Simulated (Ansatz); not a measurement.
An Ansatz (a quantum-chemistry and plane-wave program) run. Input:

Ansatz 0.2 input:
```yaml
crystal:
  lattice:
    - [0.0, 2.8023454343, 2.8023454343]
    - [2.8023454343, 0.0, 2.8023454343]
    - [2.8023454343, 2.8023454343, 0.0]
  atoms:
    - { symbol: Be, position: [0.5, 0.5, 0.5] }
    - { symbol: Te, position: [0.25, 0.25, 0.25] }
kpoints:
  mp_grid: { grid: [6, 6, 6] }
hamiltonian:
  xc: hse06
  pseudopotentials: { kind: paw }
scf:
  n_extra_bands: 6
  occupations: { method: fixed }
output:
  eigenvalues: true
  eigenstates:
    e_range: [-9.0, 10.8]
    kpoints:
      - [0.0, 0.0, 0.0]  # VBM
      - [0.0, 0.5, 0.5]  # CBM
      - [0.0, 0.0, 0.0]  # GAMMA
      - [0.5, 0.0, 0.5]  # X
      - [0.5, 0.5, 0.5]  # L
      - [0.5, 0.25, 0.75]  # W
      - [0.375, 0.375, 0.75]  # K
      - [0.625, 0.25, 0.625]  # U
```

Output (shortened):

```
Pseudopotential: Be, paw, valence charge 2
Pseudopotential: Te, paw, valence charge 16
Functional definition: HSE06
davidson cushion auto → on  (no smearing: the cushion is to keep the highest requested band from converging to the state above it …
Crystal: 2 atoms, lattice volume = 44.014 Å³
Basis set: ecut = 420 eV, 869 PW (Γ)
Bands: 15, of which v1, the nominal top of the filled ones, is band 9 counted from 1 (8 counted from 0)
Symmetry: 24 space group operations
Space group: F-43m (ITA 216), of the structure as read, at distance tolerance 3.5e-5 Å
k-points: 16 of 216 (time reversal used)
SCF iter   1: F=—  HF=-7073.430465 eV  |F-HF|=—  |Δ(HF+E_count)|=         —  Δρ=3.95e-4  dr2=2.87e-5  ethr=1.77e-3  ⟨swp⟩=2.0  Hψ=1812  notcnv=0
preconditioner: auto → none
SCF iter   2: F=-7073.430600 eV  HF=-7073.430565 eV  |F-HF|=3.43e-5  |Δ(HF+E_count)|=   9.99e-5  Δρ=2.00e-4  dr2=5.35e-6  ethr=1.60e-7  ⟨swp⟩=5.2  Hψ=881  notcnv=0  defer=1
SCF 1 stopped early in 2 iterations: F = -7073.430600 eV  dr2 = 5.35e-6
Crystal: 2 atoms, lattice volume = 44.014 Å³
Exchange kernel: α = 0.2500, screened, ω = 0.2079 Å⁻¹, Wigner–Seitz truncation, v(0) = 1046.5910 eV·Å³, q-mesh 6×6×6, nearest image of the exchange supercell L …
Frozen-core exchange: fock
SCF iter   1: F=—  HF=-7078.179389 eV  |F-HF|=—  |Δ(HF+E_count)|=         —  Δρ=3.21e-3  dr2=4.97e-3  ethr=2.97e-7  ⟨swp⟩=7.8  Hψ=1362  notcnv=0
preconditioner: auto → none
SCF iter   2: F=—  HF=-7078.177648 eV  |F-HF|=—  |Δ(HF+E_count)|=   1.74e-3  Δρ=1.33e-3  dr2=5.06e-4  ethr=2.97e-7  ⟨swp⟩=4.2  Hψ=959  notcnv=0
SCF iter   3: F=—  HF=-7078.179505 eV  |F-HF|=—  |Δ(HF+E_count)|=   1.86e-3  Δρ=7.55e-4  dr2=1.29e-4  ethr=2.97e-7  ⟨swp⟩=4.1  Hψ=926  notcnv=0
SCF iter   4: F=—  HF=-7078.179477 eV  |F-HF|=—  |Δ(HF+E_count)|=   2.78e-5  Δρ=2.43e-4  dr2=1.51e-5  ethr=2.97e-7  ⟨swp⟩=3.0  Hψ=646  notcnv=0
iter 5 solved again at ethr=2.51e-10 eV; its pass at ethr=6.31e-8 eV (dr2=4.52e-8 eV) is discarded
SCF iter   5: F=-7078.179477 eV  HF=-7078.179477 eV  |F-HF|=4.40e-10  |Δ(HF+E_count)|=   6.82e-7  Δρ=1.57e-5  dr2=1.75e-6  ethr=2.51e-10  ⟨swp⟩=4.0  Hψ=1456  notcnv=0
SCF 2 stopped early in 5 iterations: F = -7078.179477 eV  dr2 = 1.75e-6
hybrid outer 1: dexx = +2.275e-3 eV, tail = 4.67e-5 eV
Crystal: 2 atoms, lattice volume = 44.014 Å³
Exchange kernel: α = 0.2500, screened, ω = 0.2079 Å⁻¹, Wigner–Seitz truncation, v(0) = 1046.5910 eV·Å³, q-mesh 6×6×6, nearest image of the exchange supercell L …
Frozen-core exchange: fock
SCF iter   1: F=—  HF=-7078.179618 eV  |F-HF|=—  |Δ(HF+E_count)|=         —  Δρ=4.70e-5  dr2=1.68e-6  ethr=1.30e-6  ⟨swp⟩=2.1  Hψ=546  notcnv=0
preconditioner: auto → none
iter 2 solved again at ethr=3.68e-10 eV; its pass at ethr=7.76e-9 eV (dr2=6.62e-8 eV) is discarded
SCF iter   2: F=—  HF=-7078.179618 eV  |F-HF|=—  |Δ(HF+E_count)|=   2.34e-7  Δρ=1.73e-5  dr2=1.21e-7  ethr=3.68e-10  ⟨swp⟩=2.5  Hψ=1330  notcnv=0
SCF iter   3: F=-7078.179618 eV  HF=-7078.179618 eV  |F-HF|=1.31e-8  |Δ(HF+E_count)|=   3.99e-7  Δρ=6.90e-6  dr2=2.18e-8  ethr=3.67e-10  ⟨swp⟩=3.9  Hψ=710  notcnv=0  defer=5
SCF 3 converged in 3 iterations: F = -7078.179618 eV  dr2 = 2.18e-8
hybrid outer 2: dexx = +5.112e-7 eV, tail = 5.39e-8 eV, Δε = 2.86e-3 eV (about 2.08e-4 eV left of the loop's levels)
NSCF: frozen V_eff on 8 k-points
hybrid SCF converged: 2 outer / 8 inner (+2 warm-up), last move |dexx| = 5.11e-7 eV, tail = 5.39e-8 eV
Stability not checked (fock_operator)
Free energy (F): -7078.179618 eV
Frozen-core exchange: fock
Harris-Foulkes:  -7078.179618 eV  (|F-HF|=1.31e-8)
Internal energy: -7078.179618 eV  (E = F + TS)
E sigma→0 (E₀):  -7078.179618 eV
Fermi energy:    7.158271 eV
--- Per-component energies (eV) ---
  E_band       = -300.106087
  E_kinetic    = 199.952125
  E_local      = -1355.498782  (includes V_loc(G=0)·N_el)
  E_nonlocal   = -306.616282
  E_hartree    = 852.714470
  E_xc         = -116.216987
  E_vxc        = -100.611013  (∫ρ·V_xc dr)
  E_exx        = -47.997375  (= α·E_x^exact, valence–valence)
  E_paw        = -4707.062857  (= ΣΔE_a)
  E_vpaw       = -346.761642  (= ΣTr[D̂ρ^β])
  E_aug_tail   = -0.000202  (compensation charges beyond the density's cutoff)
  E_ewald      = -1597.264453
  E_core_change = -0.189276  (= ΣΔE_core)
  E_smearing   =  0.000000  (= −TS)
  E_closure    =  0.000000  (closes the sum)
  Σ components = -7078.179618   (vs F -7078.179618, Δ=0.00e0)
  [band-id]    e_kinetic+e_local+e_nonlocal+2·e_hartree+e_vxc+2·e_exx+e_vpaw+e_augmentation_tail = -300.101605   (vs E_band -300.106087, Δ=4.48e-3)
--- Band table (eV; the first three rows and the last of 16) ---
  k-point 0: bands = ["-31.4287", "-31.4287", "-31.4287", "-31.4114", "-31.4114", "-6.4364", "7.1583", "7.1583", "7.1583", "11.6168", "11.6168", "11.6168", "12.0578", "16.5083", "18.6841"]
  k-point 1: bands = ["-31.4280", "-31.4277", "-31.4277", "-31.4112", "-31.4112", "-6.1391", "5.0029", "6.7498", "6.7498", "11.5211", "12.2054", "12.2054", "14.0553", "17.1553", "17.3373"]
  k-point 2: bands = ["-31.4267", "-31.4260", "-31.4260", "-31.4106", "-31.4106", "-5.3877", "2.2136", "6.1495", "6.1495", "11.2218", "12.6825", "12.6825", "16.0186", "17.6691", "17.9347"]
  k-point 15: bands = ["-31.4279", "-31.4231", "-31.4208", "-31.4125", "-31.4090", "-4.2561", "1.7976", "3.4073", "3.7578", "11.6589", "12.2626", "15.6602", "15.9816", "19.5969", "20.3362"]
```

Cost: around 70 core-seconds (rough) on shared cores.

The points marked VBM and CBM come from a semilocal run.

Symmetry was held in the PBEsol relaxation. The volume moved by 26 % from the start of the relaxation. Spin–orbit coupling is left out wherever it is not named.

Potentials: the later of the program's two PAW sets.

Ansatz is a plane-wave DFT program.
